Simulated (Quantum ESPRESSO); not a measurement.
Si₅Ge₂C (made-up cell) (calculated)

Calculation on a made-up crystal cell, not a measurement: periodic Kohn-Sham density functional theory in plane waves with PseudoDojo standard norm-conserving scalar-relativistic pseudopotentials, each functional with its own files (v0.5 for PBE, v0.4.1 for LDA and PBEsol), no spin polarisation, no spin-orbit coupling, atoms not relaxed, stress positive in tension, energies less a fixed whole-eV offset for each atom's element; levels are Kohn-Sham levels at fractions of this cell's reciprocal vectors, counted from the reference band (half the neutral cell's valence electrons, rounded up) at Gamma; error bars cover cutoff and k-mesh only, not smearing or the files; each bar is the largest change over components, and at least 0.002 eV, 0.002 eV per angstrom or 0.02 GPa; added strain carries the atoms with the cell, and shear is the tensor component; energies are for the whole cell, and the offsets were chosen from early runs and are not element reference energies; machines and their load varied, so run times do not measure scaling. Program: Quantum ESPRESSO 7.5.

Common to all runs: lattice type zincblende/diamond; functional pbe; cutoff 1116 eV; fermi dirac smearing 0.1 eV; scf tolerance 1e-07 eV; electrons removed 0; run command mpirun -np 4 pw.x -nk 4 -in in; run processor AMD EPYC, Zen 5 class, virtual cores; k mesh 6 x 6 x 6, shifted by half a step.

```json
{"entry": 1, "formula": "Si5Ge2C", "kind": "made-up cell", "structure": {"cell_angstrom": [[5.8033, -0.0222, 0.0286], [-0.0222, 5.6721, 0.0382], [0.0286, 0.0382, 5.6682]], "atoms_fractional": [["Ge", 0.00475, 0.00148, -0.00439], ["Ge", -0.01332, 0.50233, 0.49781], ["Si", 0.49429, 0.02025, 0.50547], ["Si", 0.47605, 0.50679, 0.00304], ["Si", 0.24581, 0.23179, 0.27489], ["C", 0.25093, 0.75015, 0.74153], ["Si", 0.75362, 0.24547, 0.75665], ["Si", 0.76295, 0.75725, 0.24404]]}, "given": {"atom_site": [1, 2, 3, 4, 5, 6, 7, 8], "atom_energy_offset [eV]": [-2430, -2430, -115, -115, -115, -163, -115, -115]}, "results": {"free_energy_less_offsets [eV]": 2.42, "scf_iterations": 10, "smearing_term_minus_ts [eV]": -0.02187, "pressure [GPa]": -10.61, "stress_xx [GPa]": 11.7, "stress_yy [GPa]": 10.22, "stress_zz [GPa]": 9.904, "stress_yz [GPa]": 1.611, "stress_xz [GPa]": -0.2552, "stress_xy [GPa]": 0.08947, "force_site": [1, 2, 3, 4, 5, 6, 7, 8], "force_x [eV/angstrom]": [1.234, 1.289, 0.3976, 0.09399, -0.3104, 0.2924, -1.199, -1.798], "force_y [eV/angstrom]": [-0.9573, 0.5218, -2.37, 0.5743, 1.392, 0.1232, 0.7853, -0.06982], "force_z [eV/angstrom]": [-0.7223, 0.9196, 1.153, -0.7467, -1.251, 0.379, 0.196, 0.07231], "fermi_level [eV]": 0.005003, "reference_band": 26, "level_k_point": ["Gamma", "(1/2,1/2,1/2)", "(0.15,0,0)", "(0,0.15,0)", "(0,0,0.15)"], "next_band_up [eV]": [0.2272, -0.617, 0.2604, 0.2631, 0.2818], "error_bar_energy [eV]": 0.002, "error_bar_stress [GPa]": 0.02357, "error_bar_force [eV/angstrom]": 0.01078, "error_bar_next_band_up [eV]": 0.002, "error_bar_fermi_level [eV]": 0.02247, "error_bars_from": "tighter rerun of this cell", "wall_time_of_scf_and_band_steps_on_a_shared_machine [s]": 161.7}}
{"entry": 2, "formula": "Si5Ge2C", "kind": "made-up cell", "structure": {"cell_angstrom": [[5.8033, -0.0222, 0.0286], [-0.0222, 5.6721, 0.0382], [0.0286, 0.0382, 5.6682]], "atoms_fractional": [["Ge", 0.00475, 0.00148, -0.00439], ["Ge", -0.01332, 0.50233, 0.49781], ["Si", 0.49429, 0.02025, 0.50547], ["Si", 0.47605, 0.50679, 0.00304], ["Si", 0.24581, 0.23179, 0.27489], ["Si", 0.25093, 0.75015, 0.74153], ["C", 0.75362, 0.24547, 0.75665], ["Si", 0.76295, 0.75725, 0.24404]]}, "given": {"atom_site": [1, 2, 3, 4, 5, 6, 7, 8], "atom_energy_offset [eV]": [-2430, -2430, -115, -115, -115, -115, -163, -115]}, "results": {"free_energy_less_offsets [eV]": 2.461, "scf_iterations": 10, "smearing_term_minus_ts [eV]": -0.02351, "pressure [GPa]": -10.4, "stress_xx [GPa]": 11.71, "stress_yy [GPa]": 9.824, "stress_zz [GPa]": 9.672, "stress_yz [GPa]": 1.308, "stress_xz [GPa]": 0.06495, "stress_xy [GPa]": 0.5341, "force_site": [1, 2, 3, 4, 5, 6, 7, 8], "force_x [eV/angstrom]": [-0.6593, -0.3665, 2.237, 1.511, -0.2879, 0.07719, -0.6052, -1.906], "force_y [eV/angstrom]": [0.8729, -1.184, -0.5883, -0.8979, 1.412, 0.119, 0.3341, -0.06787], "force_z [eV/angstrom]": [-0.9186, 1.217, 1.257, 0.04513, -1.279, -0.01425, -0.347, 0.03963], "fermi_level [eV]": 0.01608, "reference_band": 26, "level_k_point": ["Gamma", "(1/2,1/2,1/2)", "(0.15,0,0)", "(0,0.15,0)", "(0,0,0.15)"], "next_band_up [eV]": [0.3197, -0.5899, 0.2516, 0.2613, 0.2522], "error_bar_energy [eV]": 0.002, "error_bar_stress [GPa]": 0.02357, "error_bar_force [eV/angstrom]": 0.01078, "error_bar_next_band_up [eV]": 0.002, "error_bar_fermi_level [eV]": 0.02247, "error_bars_from": "tighter rerun of a related cell", "wall_time_of_scf_and_band_steps_on_a_shared_machine [s]": 161.6}}
```
